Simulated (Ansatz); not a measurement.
AlNi:
```cif
data_AlNi
_chemical_formula_sum 'Ni1 Al1'
_space_group_name_H-M_alt 'Pm-3m'
_space_group_IT_number 221
_space_group_name_Hall '-P 4 2 3'
_cell_length_a 2.86216
_cell_length_b 2.86216
_cell_length_c 2.86216
_cell_angle_alpha 90.000
_cell_angle_beta 90.000
_cell_angle_gamma 90.000
loop_
_atom_site_label
_atom_site_type_symbol
_atom_site_symmetry_multiplicity
_atom_site_Wyckoff_symbol
_atom_site_fract_x
_atom_site_fract_y
_atom_site_fract_z
_atom_site_occupancy
Ni1 Ni 1 a 0.00000 0.00000 0.00000 1
Al1 Al 1 b 0.50000 0.50000 0.50000 1
```

Relaxed with PBEsol.

Q: Which orbitals make up the states near the Fermi level in PBEsol (plane waves, PAW; program Ansatz)?

A: Within 0.5 eV of the Fermi level: Ni 3d 58 %, Al 3p 29 %. Projections are on Löwdin-orthogonalised atomic valence shells; empty p or d shells of many metals are not among them.

Q: Tabulate the density of states.

A: States/eV per cell of 2 atoms, in 0.25 eV bins, energy from the Fermi level.

```csv
E (eV),total,Ni 3d,Al 3p,Al 3s
-7.85,0.35,0.02,0.16,0.11
-7.60,0.37,0.02,0.17,0.12
-7.35,0.40,0.03,0.18,0.14
-7.10,0.44,0.04,0.18,0.17
-6.85,0.46,0.05,0.19,0.17
-6.60,0.49,0.07,0.20,0.17
-6.35,0.52,0.09,0.22,0.17
-6.10,0.57,0.12,0.22,0.17
-5.85,0.62,0.17,0.23,0.18
-5.60,0.69,0.23,0.23,0.19
-5.35,0.68,0.25,0.23,0.16
-5.10,0.63,0.23,0.24,0.11
-4.85,0.65,0.24,0.25,0.10
-4.60,0.71,0.29,0.27,0.09
-4.35,0.86,0.37,0.31,0.09
-4.10,1.72,0.95,0.55,0.09
-3.85,1.79,1.11,0.52,0.08
-3.60,1.51,1.04,0.37,0.06
-3.35,2.31,1.77,0.46,0.03
-3.10,3.29,2.48,0.73,0.01
-2.85,2.37,1.97,0.33,0.00
-2.60,2.21,1.93,0.17,0.00
-2.35,3.88,3.60,0.14,0.01
-2.10,6.82,6.38,0.26,0.02
-1.85,5.78,5.40,0.22,0.01
-1.60,3.26,3.01,0.16,0.01
-1.35,0.77,0.60,0.11,0.01
-1.10,0.54,0.43,0.08,0.00
-0.85,0.57,0.43,0.10,0.00
-0.60,1.95,1.53,0.30,0.02
-0.35,1.24,0.83,0.28,0.04
-0.10,0.91,0.52,0.27,0.04
0.15,0.73,0.36,0.25,0.04
0.40,0.62,0.27,0.24,0.04
0.65,0.52,0.20,0.22,0.04
0.90,0.45,0.15,0.20,0.03
1.15,0.37,0.11,0.18,0.03
1.40,0.31,0.08,0.15,0.02
1.65,0.35,0.08,0.12,0.02
1.90,0.40,0.08,0.10,0.03
2.15,0.57,0.11,0.10,0.06
2.40,0.80,0.16,0.15,0.13
2.65,0.88,0.18,0.21,0.18
2.90,0.87,0.18,0.22,0.23
3.15,0.81,0.15,0.24,0.21
3.40,0.78,0.13,0.25,0.21
3.65,0.77,0.11,0.25,0.22
3.90,0.76,0.10,0.25,0.22
4.15,0.73,0.09,0.25,0.20
4.40,0.74,0.08,0.25,0.20
4.65,0.75,0.08,0.28,0.19
```

The PBEsol relaxation kept the symmetry of its start. The workflow began spin-polarised and lost its moments.

Potentials: the earlier of the program's two PAW sets. The files were generated under PBE; for other functionals the program regenerates the frozen cores, and for LDA and PBEsol the local potential too.
